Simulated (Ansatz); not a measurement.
**Collinear states of CoSn3**

Method: DFT r2SCAN, scalar-relativistic, plane waves, PAW (Ansatz).

```
Sn Co
1.0
     4.49357    0.00000    0.00000
     0.00000    4.49357    0.00000
     0.00000    0.00000    4.49357
Sn Co
3 1
Direct
  0.00000 0.50000 0.50000
  0.50000 0.00000 0.50000
  0.50000 0.50000 0.00000
  0.00000 0.00000 0.00000
```

- plane-wave cutoff: 500 eV
- Γ-centred k-mesh: 10×10×10
- occupation rule: Gaussian smearing, 0.1 eV
- list of starting moments (μB, in atom order): 0 0 0 2
- check for lower electronic states after the SCF: off

Each order was relaxed in cell and atoms. r2SCAN tends to overstate moments in metals. Site moments are spin moments in atom-centred spheres that scale with the neighbour distance. The states are those that the runs reached from these starts; a lower one can exist. No antiferromagnetic start is among these.

Q: Starts tried: no spin; ferromagnetic. Which state comes out lowest, and what are the moments?

A: Of the states reached here, with no antiferromagnetic start among them, the lowest is ferromagnetic, reached from the start “ferromagnetic”, with site moments (μB) Co +2.05.

```tsv
start	ends	energy above lowest (meV/atom)	site moments (μB)	gap on mesh (eV)	volume (Å³/atom)
no spin	non-magnetic	129	none over 0.05	metal	21.36
ferromagnetic	ferromagnetic	0.00	Co +2.05	metal	22.68
```

Cost: 2 runs of about 6.5 core-minutes in all, on Arm Neoverse V1 (shared hosts).